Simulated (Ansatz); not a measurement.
## Ansatz 0.2.0, settings compared: RbCuCl3

Launch command:

```bash
ansatz run input.yaml --threads 1 --pin off --max-ram 2560MiB --backend cpu --events-out ev --progress --plain --runs-dir out
```

The input file (Ansatz 0.2.0, plane waves):

```yaml
crystal:
  lattice:
    - [7.28370464, 0.0, 0.0]
    - [-3.64185283, 6.3078748, 0.0]
    - [0.0, 0.0, 6.10001051]
  atoms:
    - { symbol: Rb, position: [0.3333, 0.6667, 0.75] }
    - { symbol: Rb, position: [0.6666, 0.3333, 0.25] }
    - { symbol: Cu, position: [0.0, 0.0, 0.0] }
    - { symbol: Cu, position: [0.0, 0.0, 0.5] }
    - { symbol: Cl, position: [0.1545, 0.8455, 0.25] }
    - { symbol: Cl, position: [0.309, 0.1545, 0.75] }
    - { symbol: Cl, position: [0.1545, 0.309, 0.25] }
    - { symbol: Cl, position: [0.8455, 0.1545, 0.75] }
    - { symbol: Cl, position: [0.691, 0.8455, 0.25] }
    - { symbol: Cl, position: [0.8455, 0.691, 0.75] }
  symmetry: { tolerance: 0.0003 }
kpoints:
  mp_grid: { grid: [3, 3, 3], shift: [0, 0, 0] }
magnetization:
  spin_polarized: false
scf:
  occupations: { method: gaussian, width: 0.0488 }
hamiltonian:
  pseudopotentials: { kind: paw }
  xc: r2scan
basis:
  ecutwfc: 500
output:
  forces: true
  stress: true
  eigenvalues: true
```

Origin of the cell: a known structure type with other elements, at an estimated volume, so it need not be a known compound.

Output of this run (shortened):

```
Warning: the atoms were moved onto the symmetric positions of the space group found under crystal.symmetry.tolerance 3.0e-4 (fractional; no operation is sought that the atoms, as they stand i […]
Pseudopotentials: kind: paw
Pseudopotential: Rb, paw, valence charge 9, recommended cutoff 500 eV (meta_gga), Rb.paw.azcp
Pseudopotential: Cu, paw, valence charge 19, recommended cutoff 500 eV (meta_gga), Cu.paw.azcp
Pseudopotential: Cl, paw, valence charge 7, recommended cutoff 500 eV (meta_gga), Cl.paw.azcp
Functional definition: r2SCAN
  exchange = r2scan_x(k0 = k0, k1 = k1, a1 = a1)
  correlation = r2scan_c
Crystal: 10 atoms, lattice volume = 280.263 Å³
Basis set: ecut = 500 eV, 7109 PW (Γ), exchange–correlation on 216×216×180 points (64 copies of the dense FFT grid, shifted against one another)
Bands: 59, of which v1, the nominal top of the filled ones, is band 49 counted from 1 (48 counted from 0)
[… 12 lines left out …]
Initial density: superposition of atomic densities (neutral atoms: chi_scale 0, normalization atom), corrected by the library's trained network
Functional: x = r2scan, c = r2scan; τ floored in thin density (d = 2e-4 eV/Å³)
SCF iter   1: F=—  HF=-26332.380815 eV  Δρ=1.41e-2  dr2=3.15e-1  dr2_τ=2.08e-2  defer=9
SCF iter   2: F=—  HF=-26332.414085 eV  Δρ=5.00e-3  dr2=1.68e-1  dr2_τ=2.10e-3  defer=21
SCF iter   3: F=—  HF=-26332.426683 eV  Δρ=1.16e-2  dr2=2.69e-1  dr2_τ=1.90e-3  defer=15
SCF iter   4: F=—  HF=-26332.407313 eV  Δρ=9.01e-3  dr2=1.87e-1  dr2_τ=1.19e-3  defer=15
SCF iter   5: F=—  HF=-26332.379773 eV  Δρ=1.55e-3  dr2=8.92e-3  dr2_τ=2.97e-4  defer=15
SCF iter   6: F=—  HF=-26332.379491 eV  Δρ=3.46e-4  dr2=1.54e-4  dr2_τ=3.30e-5  defer=15
SCF iter   7: F=—  HF=-26332.379765 eV  Δρ=1.47e-4  dr2=5.30e-5  dr2_τ=1.68e-6  defer=11
SCF iter   8: F=—  HF=-26332.379944 eV  Δρ=1.72e-5  dr2=7.68e-7  dr2_τ=7.92e-8  defer=11
SCF iter   9: F=—  HF=-26332.379945 eV  Δρ=4.74e-6  dr2=1.13e-7  dr2_τ=4.10e-9  defer=11
SCF iter  10: F=-26332.379945 eV  HF=-26332.379945 eV  Δρ=2.19e-6  dr2=9.07e-9  dr2_τ=7.75e-10
SCF 1 converged in 10 iterations: F = -26332.379945 eV  dr2 = 9.07e-9
SCF converged after 10 iterations
Free energy (F): -26332.379945 eV
Harris-Foulkes:  -26332.379945 eV  (|F-HF|=5.64e-10)
Internal energy: -26332.368326 eV  (E = F + TS)
E sigma→0 (E₀):  -26332.374136 eV
Entropy (-TS):   -0.011619 eV (-1.162 meV/atom)
Fermi energy:    2.697793 eV
--- Per-component energies (eV) ---
  E_band       = -1568.441975
  E_kinetic    = 1938.024977
  E_local      = -17955.497554  (includes V_loc(G=0)·N_el)
  E_nonlocal   = 1317.324394
  E_hartree    = 7724.423273
  E_xc         = -1035.170917
  E_vxc        = -1349.133005  (∫ρ·V_xc dr)
  E_paw        = -12633.147165  (= ΣΔE_a)
  E_vpaw       = -1044.099796  (= ΣTr[D̂ρ^β])
  E_aug_tail   = 0.000489  (compensation charges beyond the density's cutoff)
  E_vtau       = 76.082620  (kinetic-family band-sum trace: ∫τ·v_τ [+ j·A + Jᵃ·Aᵃ] dr)
  E_ewald      = -5686.611312
  E_core_change = -1.714512  (= ΣΔE_core)
  E_smearing   = -0.011619  (= −TS)
  Σ components = -26332.379945   (vs F -26332.379945, Δ=0.00e0)
--- Forces (eV/Å), atoms counted from 1 ---
  atom   1  Rb    -0.000000     0.000000    -0.000000
[… 4 lines left out …]
  atom   6  Cl    -0.139022    -0.080265    -0.000000
  atom   7  Cl     0.000000    -0.160529     0.000000
  atom   8  Cl     0.139022    -0.080265     0.000000
  atom   9  Cl     0.139022     0.080265     0.000000
  atom  10  Cl    -0.000000     0.160529     0.000000
  max |Σ_I F_I| component: 8.33e-17 eV/Å
--- Stress (GPa, compression-positive) ---
       -2.523750       0.000000      -0.000000
        0.000000      -2.523750       0.000000
       -0.000000       0.000000      -2.680870
  P = ⅓ Tr σ = -2.5761 GPa (-25.761 kbar)
```

The same input was run again with these changes:

1. `scf.convergence.dr2_threshold` default → 0.0001
2. `kpoints.mp_grid.grid` [3, 3, 3] → [4, 4, 4]
3. `scf.occupations.width` 0.0488 → 0.15
4. `scf.eigensolver.kind` default → davidson

| run | end | SCF iterations | P (GPa) | max force component (eV/Å) | gap on mesh (eV) | moment (μB) | ΔE(σ→0) (meV/atom) |
| --- | --- | --- | --- | --- | --- | --- | --- |
| base | converged | 10 | -2.58 | 0.161 | none | – | 0 |
| 1 | converged | 8 | -2.58 | 0.161 | none | – | 0.00 |
| 2 | converged | 10 | -2.57 | 0.178 | none | – | 0.34 |
| 3 | converged | 10 | -2.49 | 0.174 | none | – | 0.22 |
| 4 | converged | 11 | -2.58 | 0.161 | none | – | 0.00 |

Energies are compared only where functional, datasets, charge and starting cell are the same.

Caveats of the base run: no moments, though an odd count or open d shells may carry them; the k mesh is coarse if the cell is a metal.

Run 1: the SCF threshold is loose for forces.

The base run ran for 20 s on 1 thread of Arm Neoverse V1, on a shared host, peak memory 1.1 GiB, from the program's own first density.
